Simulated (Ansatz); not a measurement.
Level of theory: Ansatz 0.2.0, DFT PBE, scalar-relativistic, plane waves, PAW. All cells share a 420 eV cutoff and Γ-centred k meshes spaced at most about 0.3 Å⁻¹ (about 0.25 or finer for metals, 2π included). No spin polarisation in the final relaxations.

All energies are static (0 K, no zero-point motion).

Compare these two cells of Ga2BAs3, each relaxed at this level.

1.

Space group P3m1 (No. 156). a = 3.848 Å, b = 3.848 Å, c = 9.523 Å, α = 90.00°, β = 90.00°, γ = 120.00°
```json
{"atom": "Ga", "site": "1a", "symmetry": "3m.", "x": "0.0000", "y": "0.0000", "z": "0.9883"}
{"atom": "Ga", "site": "1c", "symmetry": "3m.", "x": "0.6667", "y": "0.3333", "z": "0.3444"}
{"atom": "B", "site": "1b", "symmetry": "3m.", "x": "0.3333", "y": "0.6667", "z": "0.6605"}
{"atom": "As", "site": "1a", "symmetry": "3m.", "x": "0.0000", "y": "0.0000", "z": "0.7281"}
{"atom": "As", "site": "1b", "symmetry": "3m.", "x": "0.3333", "y": "0.6667", "z": "0.4424"}
{"atom": "As", "site": "1c", "symmetry": "3m.", "x": "0.6667", "y": "0.3333", "z": "0.0864"}
```

2.

Space group I-4m2 (No. 119). a = 3.807 Å, b = 3.807 Å, c = 16.666 Å, α = 90.00°, β = 90.00°, γ = 90.00°
```csv
atom,site,symmetry,x,y,z
Ga,4e,2mm.,0.5000,0.5000,0.3404
B,2b,-4m2,0.5000,0.5000,0.0000
As,4f,2mm.,0.0000,0.5000,0.0679
As,2d,-4m2,0.5000,0.0000,0.2500
```

Question: Which is lower in energy, and by how much?

Answer: Cell 2 is lower, by 22 meV/atom. Cell 1 has Ga and B ordered on zinc blende sites, space group P3m1 (No. 156), 20.4 Å³/atom and no gap on its mesh; cell 2 has Ga and B ordered on zinc blende sites, space group I-4m2 (No. 119), 20.1 Å³/atom and a gap of 0.46 eV. Counting As atoms around B and Ga (those within 1.25 times the shortest such distance or 1.15 times the sum of covalent radii; a plus sign parts nearer from farther groups), cell 1 has Ga 4, B 1+3 and cell 2 has Ga 4, B 4. In cell 1, around Ga on its first site lie 4 As at 2.41–2.48 Å; B has 1 As at 2.08 Å and 3 As at 2.31 Å; As on its first site is surrounded by 3 B at 2.31 Å and 1 Ga at 2.48 Å; 3 more sites not described. In cell 2, Ga is surrounded by 4 As at 2.43–2.44 Å; B has 4 As at 2.21 Å; As on a site of symmetry 2mm is surrounded by 2 B at 2.21 Å and 2 Ga at 2.44 Å; 1 more site not described. Both come from invented guesses.

Kohn–Sham gaps at this level usually fall short of measured ones. The zero gap of P3m1 may come from the functional, which often closes small gaps, or the cell may be a true semimetal. Cells relaxed within their symmetry can be saddle points.
